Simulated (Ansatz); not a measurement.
BP:
```cif
data_B3P3
_chemical_formula_sum 'B3 P3'
_space_group_name_H-M_alt 'P6422'
_space_group_IT_number 181
_space_group_name_Hall 'P 64 2 (0 0 2)'
_cell_length_a 3.25957
_cell_length_b 3.25957
_cell_length_c 6.94049
_cell_angle_alpha 90.000
_cell_angle_beta 90.000
_cell_angle_gamma 120.000
loop_
_atom_site_label
_atom_site_type_symbol
_atom_site_symmetry_multiplicity
_atom_site_Wyckoff_symbol
_atom_site_fract_x
_atom_site_fract_y
_atom_site_fract_z
_atom_site_occupancy
B1 B 3 c 0.50000 0.00000 0.00000 1
P1 P 3 d 0.50000 0.00000 0.50000 1
```

Relaxed with PBEsol in the plane-wave PAW code Ansatz. Indices refer to the conventional cell of P6_422, a = b = 3.2596 Å, c = 6.9405 Å, α = β = 90.00°, γ = 120.00°.

Q: Simulate the powder diffraction pattern (Cu Kα, λ = 1.54184 Å; lines above 1 %) up to 2θ = 90°.

A: Simulated powder pattern, Cu Kα, λ = 1.54184 Å (kinematic, ideal powder, no thermal factors, no anomalous dispersion; the 30 strongest lines at most, above 1 %, up to 2θ = 90°):

```csv
2θ (°),d (Å),I/Imax (%),hkl
31.70,2.823,29,(1 0 -1 0)
34.29,2.615,61,(1 0 -1 1)
38.93,2.313,16,(0003)
41.22,2.190,100,(1 0 -1 2)
51.04,1.789,4.8,(1 0 -1 3)
56.46,1.630,4.5,(1 1 -2 0)
58.14,1.587,13,(1 1 -2 1)
62.87,1.478,26,(1 0 -1 4)
63.01,1.475,26,(1 1 -2 2)
66.21,1.411,25,(2 0 -2 0)
70.71,1.332,1.9,(1 1 -2 3)
76.47,1.246,6.0,(1 0 -1 5)
79.56,1.205,12,(2 0 -2 3)
80.93,1.188,13,(1 1 -2 4)
83.59,1.157,4.5,(0006)
```

The start of the workflow was typed in or built on a structure type; neither database checked (COD, Materials Project) lists it. It is not the phase usual at ambient conditions (space group No. 216). Symmetry was held in the PBEsol relaxation; of distortions, only those at the zone centre were tested.

Potentials: the later of the program's two PAW sets.
